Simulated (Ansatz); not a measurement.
A generator proposed this cell of ScTeI2.

```yaml
crystal:
  lattice:
    - [4.93622, 0.00000, 0.00000]
    - [-2.46811, 4.27490, 0.00000]
    - [0.00000, 0.00000, 6.72159]
  atoms:
    - { symbol: Sc, position: [0.00000, 0.00000, 0.00000] }
    - { symbol: Te, position: [0.00000, 0.00000, 0.50000] }
    - { symbol: I, position: [0.33333, 0.66667, 0.00000] }
    - { symbol: I, position: [0.66667, 0.33333, 0.00000] }
```

These are results of Ansatz, DFT PBE, scalar-relativistic, plane waves, PAW, not measurements. Plane waves to 420 eV, a k mesh through Γ of 6×6×4 on the computed 4-atom cell and Gaussian smearing (0.10 eV); no spin polarisation.

The zero of energy is the elements' standard structures at the same level; no fitted shifts are applied.

Task: What does a single point on this coarse mesh give?

Result: The pressure is 9.5 GPa (the mean over three directions, positive in compression), the largest force is 0.00 eV/Å (symmetry fixes the atoms), and the energy is +0.13 eV/atom against the elements. The shortest distance is 2.85 Å.

Task: Is it a good guess?

Result: A rough one: relaxing gains about 0.66 eV/atom (the start's value is from the coarse mesh, so the gain is rough) in 10 ionic steps and ends at −0.53 eV/atom on the finer mesh. The symmetry stays P6/mmm (No. 191). The volume per atom grows by 8.0 %, from 35.5 to 38.3 Å³. The shortest distance goes from 2.85 Å (Sc–I and I–I) to 2.76 Å (Sc–Te). The ratio c/a of the conventional cell changes by a factor of 0.72. Conventional cell: a = 5.662 Å, c = 5.520 Å. Around Sc lie 2 Te at 2.76 Å and 6 I at 3.27 Å; around Te lie 2 Sc at 2.76 Å; around I lie 3 I at 3.27 Å and 3 Sc at 3.27 Å.

The last run used a 12×12×8 mesh (in the run's order of axes) for its 4-atom cell and Gaussian smearing of 0.10 eV. These runs have no spin–orbit coupling, which can matter for I and Te. An odd number of electrons in the primitive cell allows no gap without spin; a larger cell or a magnetic state could open one. The reference forms of I and Te are held partly by dispersion forces, which this level lacks. The relaxation can't lower the symmetry of the start, and the grade says only how near the guess is to its own end. A structure relaxed within its symmetry needn't be a true minimum.
